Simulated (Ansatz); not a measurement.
This cell of TaSi₂ (CrSi2 type, space group P6_222) is off equilibrium:

```
TaSi2
1.0
    4.84661     0.00000     0.00000
   -2.42331     4.19729     0.00000
    0.00000     0.00000     6.65979
Ta Si
3 6
Direct
  0.50000   0.00000   0.00000
  0.50000   0.50000   0.33333
  0.00000   0.50000   0.66667
  0.15841   0.31683   0.00000
  0.84159   0.15841   0.33333
  0.68317   0.84159   0.66667
  0.84159   0.68317   0.00000
  0.15841   0.84159   0.33333
  0.31683   0.15841   0.66667
```

Computed with r2SCAN (plane waves to 500 eV, PAW, scalar-relativistic; Ansatz, a first-principles code). k mesh 12×12×8 (Γ-centred), Fermi-Dirac smearing 0.05 eV. The energy includes the smearing's −TS. Compression counts positive. Spin-orbit coupling is left out, though Ta is heavy. TaSi2 is run without spin polarisation. TaSi2 was relaxed with its symmetry unable to fall.

Give the stress tensor in GPa and the pressure.


```
   -7.2      0.0      0.0
    0.0     -7.2      0.0
    0.0      0.0     -9.4
```
The pressure, a third of the trace, is -7.9 GPa.

It is the relaxed cell scaled evenly to V/V₀ = 1.045, atoms relaxed where free. What is its energy relative to the relaxed cell?

17 meV/atom.

(Under strain, the slope of the energy per volume gives the stress and its curvature an elastic modulus.)
